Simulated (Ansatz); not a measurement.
A sound run on Ni (Fm-3m), no spin polarisation (Ansatz, DFT, LDA, PAW with Ansatz's default frozen-core files, scalar-relativistic):

```yaml
crystal:
  lattice:
    - [0.0, -1.761935, 1.761935]
    - [0.0, 1.761935, 1.761935]
    - [-3.52387, 0.0, 0.0]
  atoms:
    - { symbol: Ni, position: [0.0, 0.0, 0.0] }
    - { symbol: Ni, position: [0.5, 0.5, 0.5] }
kpoints:
  mp_grid: { grid: [12, 12, 9] }
scf:
  occupations: { method: fermi_dirac, width: 0.1 }
  lower_state_search: "off"
hamiltonian:
  xc: lda
  pseudopotentials: { kind: paw }
output:
  forces: true
  stress: true
  eigenvalues: true
  write_density: true
  write_potential: true
  elf: true
  volumetric_format: npy
```

It converged in 6 iterations. The run has no spin polarisation. Pressure -18.38 GPa.

The input is then changed, output keys apart:

```diff
+  hubbard: { sites: [{ species: Ni, l: d, u_eff: 2.0 }], double_counting: fll }
```

Task: What happens?

Result: Self-consistency was reached. Free energy -11544.6428 eV against -11546.6543 eV (not comparable, since the functional, the files or the filling changed), cell moment 0.00 μB, pressure -18.78 GPa.
```
Ni: projections on atomic orbitals take those of the free atom [Ne] 3s2 3p6 3d8 4s2, of charge +0.00 (hamiltonian.pseudopotentials.projection_atoms); the dataset's partial waves leave at most 1.6e-6 of an orbital's norm unspanned inside its sphere
Engine: ansatz 0.2.0
Pseudopotentials: kind: paw
Pseudopotential: Ni, paw, valence charge 18, recommended cutoff 420 eV (normal), Ni.paw.azcp
Functional definition: SPW92
  exchange = slater_x
  correlation = pw_c
Crystal: 2 atoms, lattice volume = 21.879 Å³
Basis set: ecut = 420 eV, 403 PW (Γ)
Bands: 22, of which v1, the nominal top of the filled ones, is band 18 counted from 1 (17 counted from 0)
Symmetry: 32 space group operations
Space group: Fm-3m (ITA 225), of the structure as read, at distance tolerance 2.8e-5 Å
k-points: 140 of 1296
Non-local potential: Ni, projectors of the file, l = 0: 3, l = 1: 2, l = 2: 3, l = 3: 1
PAW form: soft (Blöchl's): semilocal exchange-correlation on the pseudo side does not see the compensation charge
PAW frozen core: Ni, regenerated for the run's functional, and the local potential with it (the file was generated under x = pbe(κ = 0.804, μ = 0.2195149727645171), c = pbe(β = 0.06672455060314922))
PAW one-centre angular grid: Ni, 590 points (default); XC on 64 Gauss nodes
Initial density: superposition of atomic densities (chi_scale 0.1, normalization cell)
Initial wavefunctions: pseudopotential atomic-orbital guess
Functional: x = slater, c = lda
iter 1 solved again at ethr=6.42e-4 eV; its pass at ethr=3.10e-3 eV (dr2=2.31e-1 eV) is discarded
[...]
  E_aug_tail   = 0.001016  (compensation charges beyond the density's cutoff)
  E_ewald      = -6070.202889
  E_core_change = 0.868241  (= ΣΔE_core)
  E_smearing   = -0.161308  (= −TS)
  E_closure    = -0.000000  (closes the sum)
  Σ components = -11544.642794   (vs F -11544.642794, Δ=0.00e0)
--- Forces (eV/Å), atoms counted from 1 ---
  atom   1  Ni     0.00000000     0.00000000     0.00000000
  atom   2  Ni     0.00000000     0.00000000     0.00000000
  max |Σ_I F_I| component: 6.85e-30 eV/Å
--- Stress (GPa, compression-positive) ---
      -18.733176       0.000000       0.000000
        0.000000     -18.803691       0.000000
        0.000000       0.000000     -18.803691
  P = ⅓ Tr σ = -18.7802 GPa (-187.802 kbar)
--- Band table (eV; the first three rows and the last of 140) ---
  k-point 0: bands = ["-84.4322", "-84.3867", "-45.3531", "-45.2237", "-45.2237", "-45.1384", "-45.1384", "-45.1378", "8.5294", "12.5337", "13.1947", "15.0726", "15.0733", "15.0733", "16.1160", "16.1163", "16.8623", "17.1519", "17.1519", "19.9604", "26.9193", "32.2591"]
  k-point 1: bands = ["-84.4307", "-84.3880", "-45.3468", "-45.2211", "-45.2211", "-45.1446", "-45.1411", "-45.1411", "8.6902", "12.5554", "13.2467", "15.0109", "15.1201", "15.1201", "16.0594", "16.1381", "16.8391", "17.0658", "17.0658", "19.1702", "27.9832", "32.5121"]
  k-point 2: bands = ["-84.4267", "-84.3919", "-45.3288", "-45.2138", "-45.2138", "-45.1640", "-45.1485", "-45.1485", "9.1634", "12.5719", "13.3980", "14.8349", "15.2589", "15.2589", "15.9020", "16.2012", "16.7726", "16.8300", "16.8300", "17.6447", "30.3569", "33.2438"]
  k-point 139: bands = ["-84.3856", "-84.3856", "-45.3007", "-45.3007", "-45.2781", "-45.2781", "-45.2253", "-45.2253", "13.3931", "13.3931", "14.1006", "14.1006", "14.6269", "14.6269", "16.0714", "16.0714", "17.1523", "17.1523", "24.5755", "24.5755", "26.2395", "26.2395"]
Occupation matrices written to <dir>
```
